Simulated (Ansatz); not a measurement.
# Property card for SnPt₃

SnPt$_{3}$:
```yaml
crystal:
  lattice:
    - [4.00623, 0.00000, 0.00000]
    - [0.00000, 4.00623, 0.00000]
    - [0.00000, 0.00000, 4.00623]
  atoms:
    - { symbol: Sn, position: [0.00000, 0.00000, 0.00000] }
    - { symbol: Pt, position: [0.50000, 0.50000, 0.00000] }
    - { symbol: Pt, position: [0.00000, 0.50000, 0.50000] }
    - { symbol: Pt, position: [0.50000, 0.00000, 0.50000] }
```

Space group Pm-3m (No. 221), Cu3Au type; conventional cell a = b = c = 4.006 Å, α = β = γ = 90.00°.

Method: PBEsol in the plane-wave PAW code Ansatz. Geometry: relaxed at this level of theory. Other levels are named where they apply.

**Cell and energy**

```json
{
 "volume_per_atom": "16.07 Å³",
 "density": "18.18 g/cm³",
 "Formation energy from the elements (no fitted shifts)": "-0.40 eV/atom"
}
```

**Electronic structure**

```json
{
 "electronic_character": "metallic (no gap)",
 "Density of states at the Fermi level": "0.33 states/eV per atom (mean over ±0.08 eV)",
 "Gap with spin–orbit coupling": "none (metallic)"
}
```

**Mechanics**

```json
{
 "Bulk modulus (Birch–Murnaghan fit)": "229 GPa",
 "Pressure derivative B′": "5.4",
 "Elastic constants (relaxed ions, GPa)": "C11 = 303, C12 = 193, C44 = 79.7",
 "mechanical_stability": "stable (all eigenvalues of C positive)",
 "hill_bulk_and_shear_moduli": "230 and 68.8 GPa",
 "Young's modulus": "188 GPa",
 "Poisson's ratio": "0.36",
 "debye_temperature_from_the_elastic_constants": "258 K"
}
```

**Phonons**

```json
{
  "highest_zone_centre_frequency": "5.27 THz",
  "zone_centre_stability": "no imaginary mode at Γ"
}
```

The workflow started from a Materials Project entry (that database holds measured and hypothetical structures alike); the Crystallography Open Database files this formula in space group No. 221, but the cells were not matched. Whether it is the stable phase at ambient conditions was not checked. Symmetry was held in the PBEsol relaxation. No spin polarisation was allowed. As this level gives no gap, shear constants depend on the k-mesh and smearing (Fermi–Dirac, 0.1 eV here). As this level gives no gap, phonon frequencies hold no LO–TO term and depend on the k-mesh and smearing (Fermi–Dirac, 0.1 eV here). The references are the lowest solids computed at this level, not always the standard phases. Scalar-relativistic: spin–orbit coupling is off unless named, which matters more the heavier the elements.

Potentials: the later of the program's two PAW sets.
